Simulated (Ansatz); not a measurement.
CaS:
```yaml
crystal:
  lattice:
    - [0.00000, 2.78200, 2.78200]
    - [2.78200, 0.00000, 2.78200]
    - [2.78200, 2.78200, 0.00000]
  atoms:
    - { symbol: Ca, position: [0.00000, 0.00000, 0.00000] }
    - { symbol: S, position: [0.50000, 0.50000, 0.50000] }
```

Relaxed with LDA. Special points in fractions of this cell's reciprocal vectors: Γ (0.000, 0.000, 0.000); X (0.500, 0.000, 0.500); U (0.625, 0.250, 0.625); K (0.375, 0.375, 0.750); L (0.500, 0.500, 0.500); W (0.500, 0.250, 0.750).

Task: List the band energies nearest the valence-band maximum at these points for LDA (plane waves, PAW; program Ansatz).

Result: In eV from the valence-band maximum; about four levels below and three above (degenerate sets whole), none deeper than 8.9 eV; points with the same levels are listed once.

| k | below | above |
|---|---|---|
| Γ | 0.00 0.00 0.00 | 3.94 3.94 3.94 |
| X | -2.46 -0.87 -0.87 | 1.97 5.58 6.11 |
| U | -2.22 -2.08 -1.14 | 3.44 6.36 6.47 |
| L | -3.43 -1.34 -1.34 | 5.15 6.11 6.23 6.23 |
| W | -1.96 -1.96 -1.74 | 4.71 4.71 6.02 |

Space group Fm-3m (rock salt). The cell was relaxed with LDA under the symmetry of its start; phonons on a q-mesh show no instability.

Potentials: the later of the program's two PAW sets.
